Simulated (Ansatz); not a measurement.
Geometry optimisation in Ansatz: input, command and trajectory.

```yaml
crystal:
  lattice:
    - [-1.9386525333, 1.9386525333, 6.2447847391]
    - [1.9386525333, -1.9386525333, 6.2447847391]
    - [1.9386525333, 1.9386525333, -6.2447847391]
  atoms:
    - { symbol: K, position: [0.6525118021, 0.6525118021, 0.0] }
    - { symbol: K, position: [0.3474881979, 0.3474881979, 0.0] }
    - { symbol: Ni, position: [0.0, 0.0, 0.0], spin: 1.29 }
    - { symbol: O, position: [0.8666168821, 0.8666168821, 0.0], spin: 0.34 }
    - { symbol: O, position: [0.1333831179, 0.1333831179, 0.0], spin: 0.34 }
basis:
  ecutwfc: 420
kpoints:
  mp_grid: { grid: [10, 10, 10] }
hamiltonian:
  xc: pbesol
scf:
  occupations: { method: gaussian, width: 0.02 }
output:
  forces: true
  stress: true
  eigenvalues: true
  populations: true
magnetization:
  spin_polarized: true
relax:
  adjacent_minimum: "off"
  f_tol: 0.01
  max_steps: 30
  cell: { stress_tol: 0.1, fix: [volume] }
```

```bash
ansatz run input.yaml --threads 1 --pin off --max-ram 2560MiB --backend cpu --events-out ev --progress --plain --runs-dir out
```

Level of theory: DFT PBEsol, scalar-relativistic, plane waves, PAW in Ansatz 0.2.0.

The volume is held at 0.97 times that of the relaxed cell.

Of 5 frames 4 are shown, positions in Å and forces in eV/Å; the SCF threshold varies from step to step. Steps run on the plane waves of an earlier cell, with a Pulay correction in the pressure. The basis is chosen afresh for the last frame, the zero of the energies, and at times for earlier ones too; energy and pressure can step there, also at an unchanged geometry. Where two frames share a geometry here, they differ by under 2 meV/atom and 0.3 GPa.

```xyz
5
Lattice="-1.9387 1.9387 6.2448 1.9387 -1.9387 6.2448 1.9387 1.9387 -6.2448" Properties=species:S:1:pos:R:3:forces:R:3 pbc="T T T" step=1 free_energy_over_end_meV_per_atom=1.50 pressure_GPa=1.85
K     0.0000    0.0000    8.1496    0.0000    0.0000   -0.0092
K     0.0000    0.0000    4.3400    0.0000    0.0000    0.0092
Ni    0.0000    0.0000    0.0000    0.0000    0.0000    0.0000
O     0.0000    0.0000   10.8237    0.0000    0.0000   -0.4905
O     0.0000    0.0000    1.6659    0.0000    0.0000    0.4905
5
Lattice="-1.9375 1.9375 6.2519 1.9375 -1.9375 6.2519 1.9375 1.9375 -6.2519" Properties=species:S:1:pos:R:3:forces:R:3 pbc="T T T" step=2 free_energy_over_end_meV_per_atom=0.47 pressure_GPa=1.44
K     0.0000    0.0000    8.1515    0.0000    0.0000    0.0238
K     0.0000    0.0000    4.3523    0.0000    0.0000   -0.0238
Ni    0.0000    0.0000    0.0000    0.0000    0.0000    0.0000
O     0.0000    0.0000   10.8309    0.0000    0.0000   -0.2429
O     0.0000    0.0000    1.6730    0.0000    0.0000    0.2429
5
Lattice="-1.9324 1.9324 6.2853 1.9324 -1.9324 6.2853 1.9324 1.9324 -6.2853" Properties=species:S:1:pos:R:3:forces:R:3 pbc="T T T" step=3 free_energy_over_end_meV_per_atom=0.18 pressure_GPa=0.93
K     0.0000    0.0000    8.2203    0.0000    0.0000   -0.0500
K     0.0000    0.0000    4.3502    0.0000    0.0000    0.0500
Ni    0.0000    0.0000    0.0000    0.0000    0.0000    0.0000
O     0.0000    0.0000   10.8879    0.0000    0.0000    0.0394
O     0.0000    0.0000    1.6826    0.0000    0.0000   -0.0394
5
Lattice="-1.9344 1.9344 6.2724 1.9344 -1.9344 6.2724 1.9344 1.9344 -6.2724" Properties=species:S:1:pos:R:3:forces:R:3 pbc="T T T" step=5 free_energy_over_end_meV_per_atom=0.00 pressure_GPa=1.00
K     0.0000    0.0000    8.1875    0.0000    0.0000    0.0021
K     0.0000    0.0000    4.3573    0.0000    0.0000   -0.0021
Ni    0.0000    0.0000    0.0000    0.0000    0.0000    0.0000
O     0.0000    0.0000   10.8637    0.0000    0.0000    0.0080
O     0.0000    0.0000    1.6811    0.0000    0.0000   -0.0080
```

Time: 4 min on 1 thread of Arm Neoverse V1 (shared host), peak memory 0.67 GiB.

The cell holds one magnetic atom, so it can only be ferromagnetic; an antiferromagnetic order may lie lower.